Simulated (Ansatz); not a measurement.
# Turning moments in Gd

Gd is taken as an experimental structure (space group P6_3/mmc, primitive cell tripled), 6 atoms in the cell. Source: COD entry 9010991; it may be a high-temperature, high-pressure or metastable form.

```xyz
6
Lattice="5.4540 3.1489 0.0000 -5.4540 3.1489 0.0000 0.0000 0.0000 5.7826" Properties=species:S:1:pos:R:3 pbc="T T T"
Gd   -3.6360    2.0992    1.4457
Gd    0.0000    2.0992    1.4457
Gd    3.6360    2.0992    1.4457
Gd   -1.8180    1.0496    4.3369
Gd    1.8180    1.0496    4.3369
Gd    0.0000    4.1985    4.3369
```

Site labels below count the atoms in this order, from 1.

Theory: Ansatz, DFT, LDA, PAW, plane waves, scalar-relativistic.

```json
{
  "Plane-wave cutoff": "420 eV",
  "k-point mesh": "4×4×3 (Γ-centred)",
  "Occupations": "Fermi–Dirac smearing, 0.05 eV",
  "Valence electrons": "108"
}
```

The total moment includes the space between the atomic spheres.

The mesh is too coarse to rank close states of a metal with certainty: differences of some tens of meV/atom may change, at times in sign.

Spins are non-collinear; moments are vectors (x, y, z) in μB. Without spin–orbit coupling a common rotation of all moments costs nothing, so only their relative directions matter.

A converged state need not be the lowest one of the cell; “lowest” counts the 7 runs made.

Where moments are weakly coupled, the SCF can meet its threshold before they have finished turning.

The run was started with:
```sh
ansatz run input.yaml --threads 4 --pin off --max-ram 9216MiB --backend cpu --events-out ev --progress --plain --runs-dir out
```

Machine: 4 threads of Intel(R) Xeon(R) 6975P-C (Granite Rapids) (shared host).

A converged run took 45 to 170 s.

```tsv
starting vectors	settings	outcome	final moments	F − F(lowest) (meV/atom)
Gd1 (0.00, 0.00, 7.00), Gd2 (0.00, 0.00, 7.00), Gd3 (0.00, 0.00, 7.00), Gd4 (0.00, 0.00, 7.00), Gd5 (0.00, 0.00, 7.00), Gd6 (0.00, 0.00, 7.00)	parallel moments along z	converged in 24 iterations	Gd1 (0.00, 0.00, 7.30), Gd2 (0.00, 0.00, 7.30), Gd3 (0.00, 0.00, 7.30), Gd4 (0.00, 0.00, 7.30), Gd5 (0.00, 0.00, 7.30), Gd6 (0.00, 0.00, 7.30) μB (all parallel), no gap	9.2
Gd1 (0.00, 0.00, 7.00), Gd2 (0.00, 0.00, -7.00), Gd3 (0.00, 0.00, 7.00), Gd4 (0.00, 0.00, 7.00), Gd5 (0.00, 0.00, 7.00), Gd6 (0.00, 0.00, -7.00)	opposed moments +-+++- along z	converged in 27 iterations	Gd1 (0.00, 0.00, 7.16), Gd2 (0.00, 0.00, -7.14), Gd3 (0.00, 0.00, 7.16), Gd4 (0.00, 0.00, 7.16), Gd5 (0.00, 0.00, 7.16), Gd6 (0.00, 0.00, -7.14) μB (collinear, opposed), no gap	2.3
Gd1 (7.00, 0.00, 0.00), Gd2 (-3.47, 6.08, 0.00), Gd3 (-3.49, -6.07, 0.00), Gd4 (7.00, 0.00, 0.00), Gd5 (-3.47, 6.08, 0.00), Gd6 (-3.49, -6.07, 0.00)	flat spiral with wave vector (1 0 0) of the cell	converged in 24 iterations	Gd1 (7.15, 0.00, 0.00), Gd2 (-3.55, 6.20, 0.00), Gd3 (-3.57, -6.19, 0.00), Gd4 (7.15, 0.00, 0.00), Gd5 (-3.55, 6.20, 0.00), Gd6 (-3.57, -6.19, 0.00) μB (canted; angles of the large moments to the first 120°, 120°, 0°, 120°, 120°), no gap	0.7
Gd1 (7.00, 0.00, 0.00), Gd2 (-3.49, -6.07, 0.00), Gd3 (-3.47, 6.08, 0.00), Gd4 (3.48, 6.07, 0.00), Gd5 (3.52, -6.05, 0.00), Gd6 (-7.00, 0.01, 0.00)	flat spiral with wave vector (0 1 1) of the cell	converged in 27 iterations	Gd1 (7.15, 0.00, 0.00), Gd2 (-3.57, -6.19, 0.00), Gd3 (-3.55, 6.21, 0.00), Gd4 (3.56, 6.20, 0.00), Gd5 (3.60, -6.18, 0.00), Gd6 (-7.15, 0.01, 0.00) μB (canted; angles of the large moments to the first 120°, 120°, 60°, 60°, 180°), no gap	0.9
Gd1 (1.22, 0.00, 6.89), Gd2 (1.22, 0.00, -6.89), Gd3 (1.22, 0.00, 6.89), Gd4 (1.22, 0.00, 6.89), Gd5 (1.22, 0.00, 6.89), Gd6 (1.22, 0.00, -6.89)	moments +-+++- canted by 10 degrees	converged in 50 iterations	Gd1 (0.42, 0.00, 7.15), Gd2 (-0.43, 0.00, -7.12), Gd3 (0.42, 0.00, 7.15), Gd4 (0.42, 0.00, 7.15), Gd5 (0.42, 0.00, 7.15), Gd6 (-0.43, 0.00, -7.12) μB (collinear, opposed), no gap	2.3
Gd1 (0.00, 0.00, 7.00), Gd2 (0.00, 0.00, -7.00), Gd3 (0.00, 0.00, 7.00), Gd4 (0.00, 0.00, 7.00), Gd5 (0.00, 0.00, -7.00), Gd6 (0.00, 0.00, -7.00)	opposed moments +-++-- along z	converged in 23 iterations	Gd1 (0.00, 0.00, 7.16), Gd2 (0.00, 0.00, -7.13), Gd3 (0.00, 0.00, 7.16), Gd4 (0.00, 0.00, 7.13), Gd5 (0.00, 0.00, -7.16), Gd6 (0.00, 0.00, -7.16) μB (collinear, opposed), no gap	0.0
Gd1 (0.00, 0.00, 7.00), Gd2 (0.00, 0.00, 7.00), Gd3 (0.00, 0.00, -7.00), Gd4 (0.00, 0.00, 7.00), Gd5 (0.00, 0.00, 7.00), Gd6 (0.00, 0.00, -7.00)	opposed moments ++-++- along z	converged in 26 iterations	Gd1 (0.00, 0.00, 7.16), Gd2 (0.00, 0.00, 7.16), Gd3 (0.00, 0.00, -7.14), Gd4 (0.00, 0.00, 7.16), Gd5 (0.00, 0.00, 7.16), Gd6 (0.00, 0.00, -7.14) μB (collinear, opposed), no gap	2.3
```

The ends span 9.2 meV/atom.
